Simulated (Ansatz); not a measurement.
Tl$_{2}$GeSe$_{3}$:
```
CELL_PARAMETERS angstrom
      6.83541     0.00000     0.00000
     -0.38626     8.76705     0.00000
      0.00000     0.00000    35.00000
ATOMIC_POSITIONS crystal
  Tl 0.73798 0.53687 0.54064
  Tl 0.26202 0.46313 0.45936
  Tl 0.42273 0.04929 0.56232
  Tl 0.57727 0.95071 0.43768
  Ge 0.06462 0.83158 0.48950
  Ge 0.93538 0.16842 0.51050
  Se 0.13377 0.35310 0.53933
  Se 0.86623 0.64690 0.46067
  Se 0.38133 0.76143 0.50296
  Se 0.61867 0.23857 0.49704
  Se 0.07262 0.06462 0.45269
  Se 0.92738 0.93538 0.54731
```
Free-standing layer in the xy plane with vacuum along z and no interaction between images.

Relaxed with r²SCAN+D4.

### Question
Tabulate the total density of states from DFT-r²SCAN+D4 in the program Ansatz with PAW potentials.

### Answer
States/eV per cell of 12 atoms, means over 0.25 eV bins, energy of the bin centre from the valence-band maximum.

| E (eV) | total |
|---|---|
| -7.86 | 0.00 |
| -7.61 | 8.00 |
| -7.36 | 0.00 |
| -7.11 | 0.98 |
| -6.86 | 7.02 |
| -6.61 | 0.00 |
| -6.36 | 0.00 |
| -6.11 | 0.00 |
| -5.86 | 0.00 |
| -5.61 | 0.00 |
| -5.36 | 1.13 |
| -5.11 | 10.85 |
| -4.86 | 11.19 |
| -4.61 | 5.18 |
| -4.36 | 2.96 |
| -4.11 | 0.70 |
| -3.86 | 4.41 |
| -3.61 | 10.28 |
| -3.36 | 4.80 |
| -3.11 | 4.51 |
| -2.86 | 6.94 |
| -2.61 | 2.61 |
| -2.36 | 11.51 |
| -2.11 | 2.94 |
| -1.86 | 1.98 |
| -1.61 | 2.79 |
| -1.36 | 9.63 |
| -1.11 | 10.76 |
| -0.86 | 14.09 |
| -0.61 | 16.61 |
| -0.36 | 15.68 |
| -0.11 | 8.48 |
| 0.14 | 0.00 |
| 0.39 | 0.00 |
| 0.64 | 0.00 |
| 0.89 | 0.00 |
| 1.14 | 0.00 |
| 1.39 | 0.00 |
| 1.64 | 0.00 |
| 1.89 | 0.41 |
| 2.14 | 7.18 |
| 2.39 | 0.44 |
| 2.64 | 4.38 |
| 2.89 | 4.98 |
| 3.14 | 6.45 |
| 3.39 | 6.62 |
| 3.64 | 8.70 |
| 3.89 | 10.25 |
| 4.14 | 10.41 |
| 4.39 | 11.61 |
| 4.64 | 13.22 |
| 4.89 | 11.32 |

Space group P-1. The layer was cut from a bulk entry of the Materials Project (measured or hypothetical); whether that bulk phase is the ambient one, and whether the layer has been isolated, was not checked. Symmetry was held in the r²SCAN+D4 relaxation; whether a distortion lowers the energy is not shown. Spin–orbit coupling is left out wherever it is not named.

Potentials: the later of the program's two PAW sets.
